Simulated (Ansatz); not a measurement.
# How the vibrations of HgTe change with volume

Method: DFT LDA, scalar-relativistic, plane waves, PAW (Ansatz 0.2.0). Cutoff 420 eV, 12×12×12 k-points (Γ-centred), Fermi-Dirac smearing of 0.15 eV. No spin polarisation. Phonons by linear response, acoustic sum rule imposed.

The cell, relaxed at this level:
```
Hg Te
1.0
     0.00000    3.21778    3.21778
     3.21778    0.00000    3.21778
     3.21778    3.21778    0.00000
Hg Te
1 1
Cartesian
  0.0000 0.0000 0.0000
  4.8267 4.8267 4.8267
```

Without a gap, frequencies depend on the k mesh and the smearing, soft modes most. Spin–orbit coupling is left out, which can shift energies with elements as heavy as these.

Cells at 0.98 and 1.02 times the equilibrium volume were relaxed in shape and atoms; γ = −d ln ν / d ln V, modes matched by rank.

Question: Give the optical frequencies at Γ (cm⁻¹) at the three volumes and the mode Grüneisen parameters.

Answer:
```tsv
0.98 V	V	1.02 V	γ	degeneracy
121	116	110	2.27	3
```

Question: What pressures hold the two strained cells, and what bulk modulus follows?

Answer: 1.01 GPa at 0.98 V and -0.89 GPa at 1.02 V, so B = −dP/d ln V ≈ 47 GPa.

The bands only touch here, so at this level the crystal is a zero-gap semiconductor or semimetal, not an ordinary metal; spin–orbit coupling, left out, moves these levels but leaves zinc-blende mercury chalcogenides without a gap.